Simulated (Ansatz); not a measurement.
```yaml
crystal:
  lattice:
    - [3.6399262624, 0.0, 0.0]
    - [0.0, 3.6399262624, 0.0]
    - [0.0, 0.0, 4.7709033511]
  atoms:
    - { symbol: Ba, position: [0.0, 0.0, 0.0] }
    - { symbol: Zn, position: [0.5, 0.5, 0.5] }
basis:
  ecutwfc: 420
  ecutrho_ratio: 4
kpoints:
  mp_grid: { grid: [8, 8, 6] }
hamiltonian:
  xc: pbesol
scf:
  occupations: { method: gaussian, width: 0.05 }
output:
  forces: true
  stress: true
  eigenvalues: true
relax:
  f_tol: 0.01
  max_steps: 60
  cell: { stress_tol: 0.04 }
```

Problem. What does this Ansatz input ask for?

Solution. It asks for a full relaxation of cell and atoms of BaZn with PBEsol (scalar-relativistic), a cutoff of 420 eV (density cutoff 4 times that), a Γ-centred 8×8×6 mesh and Gaussian smearing of 0.05 eV, without spin polarisation. Stop at forces under 0.01 eV/Å and stress under 0.04 GPa, or after 60 steps. Forces, stress and eigenvalues are wanted.

Problem. How large is the problem?

Solution. 22 valence electrons, 1237 plane waves at Γ (in the final cell), 16 symmetry operations and 60 irreducible k-points; it took 58 SCF iterations in all.

This is a trial structure made by placing the elements on a prototype's sites, so it needn't be the stable form.
